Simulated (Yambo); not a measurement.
Material: TlBr (space group P4/mmm, No. 123) under biaxial strain of +1 % along x and y, z relaxed; a = b = 3.9528 Å, c = 3.8814 Å, α = β = γ = 90.00° (2 atoms in the cell). The PBEsol cell relaxed from Materials Project entry mp-22875 was given a biaxial strain of +1 % along x and y, z relaxed, and the atoms were relaxed again.

With norm-conserving PBE (stringent potentials; Quantum ESPRESSO, 90 Ry, without SOC), the gap between the mesh's edge points (X → Z) is 1.667 eV.

Task: By how much does one-shot G0W0 (Yambo; 4×4×4 Γ-centred k mesh, bands 10 to 284 and a 15 Ry block in the screening, 284 bands in G with the Bruneval-Gonze terminator, plasmon pole fitted at 27.2 eV) open this gap, and what gap results?

Result: The correction is 1.655 eV, giving 3.321 eV, 2.0 times the PBE value.  Convergence of the G0W0 settings was not tested. Spin-orbit coupling is left out; with 6p states at a band edge it can lower the gap by many tenths of an eV, most of a small gap.
